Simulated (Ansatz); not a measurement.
Hf (hcp, Mg type)

```
Hf
1.0
    3.20412     0.00000     0.00000
   -1.60206     2.77485     0.00000
    0.00000     0.00000     5.06894
Hf
2
Cartesian
  0.00000   1.84990   3.80171
  1.60206   0.92495   1.26724
```

The slice is a (-1 1 0 2) plane (indices of the conventional cell) through the point (0.333, 0.667, 0.750) (fractional), spanned by u = [110] and v = [1 -1 1] in vectors of this cell: u (3.20 Å) and v (7.52 Å, at 90° to u). It covers one period; positions are fractions (u, v).

Method: PBE (plane waves to 420 eV, PAW, scalar-relativistic; Ansatz, an electronic-structure program). k mesh 17×17×9. Near the nuclei the fields are pseudised (PAW); where an atom keeps semicore shells as valence, they peak there. Hf is run without spin polarisation. Hf was relaxed with its symmetry unable to fall. Spin-orbit coupling is left out, though Hf is heavy. The PAW data are Ansatz's earlier set.

Question: Sketch the electrostatic potential energy of an electron, from the cell's mean on this plane as a map.

Answer: 
```tsv
v \ u	0.00	0.10	0.20	0.30	0.40	0.50	0.60	0.70	0.80	0.90
0.92	x	x	x	<2.0	5.9	7.8	5.9	<2.0	x	x
0.83	2.2	3.1	5.0	6.7	7.8	8.2	7.8	6.7	5.0	3.1
0.75	9.5	9.1	8.0	6.2	4.6	3.9	4.6	6.2	8.0	9.1
0.67	9.7	9.1	7.5	5.1	2.8	<2.0	2.8	5.1	7.5	9.1
0.58	5.7	5.9	6.4	6.6	6.5	6.4	6.5	6.6	6.4	5.9
0.50	x	x	<2.0	4.3	7.7	8.9	7.7	4.3	<2.0	x
0.42	x	x	x	<2.0	5.9	7.8	5.9	<2.0	x	x
0.33	x	x	<2.0	2.6	6.6	7.9	6.6	2.6	<2.0	x
0.25	3.9	4.6	6.2	8.0	9.1	9.5	9.1	8.0	6.2	4.6
0.17	<2.0	2.8	5.1	7.5	9.1	9.7	9.1	7.5	5.1	2.8
0.08	x	x	x	<2.0	5.3	7.1	5.3	<2.0	x	x
0.00	x	x	x	x	2.5	5.7	2.5	x	x	x
```

Values: electrostatic potential energy of an electron, from the cell's mean, in eV. Points within 1 Å of a nucleus are blanked (x), as the pseudised field means little there. Values under 2 eV are set to 2. The zero, the cell's mean, hangs on the PAW cores.
